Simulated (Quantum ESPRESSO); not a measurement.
# Planted mistakes on one cell of AlGe2ON3

These are calculations, not measurements. They come from pw.x of Quantum ESPRESSO 7.5, a plane-wave density functional program, with PseudoDojo standard norm-conserving files (v0.5 for PBE, v0.4.1 for LDA and PBEsol). The cells are made up: elements, strain and atom displacements were drawn at random, and nothing was relaxed. There is no spin polarisation, spin-orbit coupling or dispersion term.

The cell has 8 sites of a wurtzite lattice (rectangular cell). Sites 1 to 4 hold Al Ge empty Ge; sites 5 to 8 hold O N N N. Cell vectors in Å: (3.068, 0.011, -0.008); (0.020, 5.428, -0.053); (-0.012, -0.050, 5.100). Settings: PBE, cutoff 1143 eV, 6 x 4 x 4 k mesh shifted by half a step, Fermi-Dirac smearing of 0.025 eV.

The intended run has a self-consistency threshold of 1e-07 eV, a smearing term of 0.000 eV, a pressure of 2.72 GPa and 12 iterations. Each further run changes one thing: all lengths scaled by 0.9948; atoms of sites 2 and 5 exchanged; cutoff 585 eV; files of LDA; k mesh 2 x 2 x 2; one electron removed; smearing 0.58 eV; threshold 0.4 eV. A coarse mesh keeps the shift, and a charged cell sits in a uniform background.

```
run  change of free energy (eV)  smearing term -TS (eV)  change of P (GPa)  largest change of a force component (eV/Å)  iterations
  A                      -0.336                  -1.062               2.95                                       0.716          13
  B                      -0.819                   0.000              -1.20                                       0.206          13
  C                       4.300                   0.000              -9.33                                       0.372          13
  D                      -8.125                  -0.020             -24.24                                       1.941          13
  E                       0.042                   0.000              -0.21                                       0.705           6
  F                      46.079                   0.000            -413.11                                       0.364          12
  G                      14.632                  -0.010              28.61                                      14.885          14
  H                       0.033                   0.000               2.69                                       0.251          13
```

A rerun of the intended cell at 1437 eV and k mesh 8 x 6 x 6 moved values by no more than 0.002 eV in the cell's energy, 0.04 GPa in stress and 0.003 eV/Å in force.

Question: which change belongs to which run?

## Worked reading

Run E has the fewest iterations, as a run stopped early does. Run A has the largest smearing term, as wide smearing gives. Run F has a higher energy and the largest fall in pressure, as too small a basis gives. Run H changes the volume by a factor of 0.9845; minus its pressure change over the logarithm of that factor, 172 GPa, is a rough bulk modulus with clamped atoms. Energies from files of another functional, or of a charged cell, have another zero and say nothing on stability; the pressure of a charged cell rests on the program's zero of potential too.

## Key

```
run,change
A,smearing 0.58 eV
B,k mesh 2 x 2 x 2
C,files of LDA
D,one electron removed
E,threshold 0.4 eV
F,cutoff 585 eV
G,atoms of sites 2 and 5 exchanged
H,all lengths scaled by 0.9948
```